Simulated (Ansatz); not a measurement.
## Zn: computed property card

Zn:
```yaml
crystal:
  lattice:
    - [0.00000, 2.91541, 2.91541]
    - [2.91541, 0.00000, 2.91541]
    - [2.91541, 2.91541, 0.00000]
  atoms:
    - { symbol: Zn, position: [0.00000, 0.00000, 0.00000] }
    - { symbol: Zn, position: [0.25000, 0.25000, 0.25000] }
```

Space group Fd-3m (No. 227), diamond; conventional cell a = 5.831 Å, b = 5.831 Å, c = 5.831 Å, α = 90.00°, β = 90.00°, γ = 90.00°.

Method: PBE (plane waves, PAW; program Ansatz). The cell and atoms are relaxed at this level. Other levels are named where they apply.

Cell and energy:

```json
{
 "volume_per_atom": "24.78 Å³",
 "density": "4.38 g/cm³"
}
```

Electronic structure:

```json
{
  "electronic_character": "metallic (no gap)",
  "Density of states at the Fermi level": "0.47 states/eV per atom (mean over ±0.08 eV)"
}
```

Mechanics:

```json
{
  "Bulk modulus (Birch–Murnaghan fit)": "25.6 GPa",
  "Pressure derivative B′": "5.1"
}
```

The start of the workflow was typed in or built on a structure type; neither database checked (COD, Materials Project) lists it. It is not the phase usual at ambient conditions (space group No. 194). The cell was relaxed with PBE under the symmetry of its start; whether a distortion lowers the energy is not shown.

Potentials: the later of the program's two PAW sets.
